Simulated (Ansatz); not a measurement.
GaAs (rock salt, Fm-3m) is relaxed with plane-wave PAW PBEsol (Ansatz code). What lattice parameters of the conventional cell result?

a = 5.304 Å.

Is it a metal or does it have a gap at this level?

No gap at this level.

The start of the workflow was typed in or built on a structure type; neither database checked (COD, Materials Project) lists it. It is not the phase usual at ambient conditions (space group No. 216). The PBEsol relaxation kept the symmetry of its start; of distortions, only those at the zone centre were tested. Spin–orbit coupling is left out wherever it is not named.

Potentials: the later of the program's two PAW sets.
